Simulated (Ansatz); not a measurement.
The relaxed structure here is a generated cell of ZrS3: the first start was made by placing the elements on the sites of a structure type, and the end was not matched to a known phase here, so it may be hypothetical.

One stationary structure of ZrS3. Space group C2/m (No. 12). Computed with PBE (plane waves to 420 eV, PAW, scalar-relativistic; Ansatz, a quantum-chemistry and plane-wave program).

```cif
data_S6Zr2
_chemical_formula_sum 'Zr2 S6'
_space_group_name_H-M_alt 'P 1'
_space_group_IT_number 1
_cell_length_a 6.30681
_cell_length_b 6.30681
_cell_length_c 5.12175
_cell_angle_alpha 91.461
_cell_angle_beta 91.461
_cell_angle_gamma 116.681
loop_
_space_group_symop_operation_xyz
  'x, y, z'
loop_
_atom_site_label
_atom_site_type_symbol
_atom_site_fract_x
_atom_site_fract_y
_atom_site_fract_z
_atom_site_occupancy
Zr1 Zr 0.83664 0.16336 0.00000 1
Zr2 Zr 0.16336 0.83664 0.00000 1
S1 S 0.24466 0.24466 0.12401 1
S2 S 0.75534 0.75534 0.87599 1
S3 S 0.90419 0.52451 0.33954 1
S4 S 0.47549 0.09581 0.66046 1
S5 S 0.09581 0.47549 0.66046 1
S6 S 0.52451 0.90419 0.33954 1
```

Problem. Predict the band gap from PBE.

Solution. 0.79 eV, indirect (valence top at A, conduction bottom at 25 % of the way from M to A) (no spin-orbit coupling).

Problem. Predict the smallest direct gap from PBE.

Solution. 1.23 eV at A.

The relaxed cell holds bonded S–S pairs (2.13 Å). No spin polarisation in the result.

The run could not lose the symmetry of its start: the end is stationary, and may be a saddle point rather than a minimum.
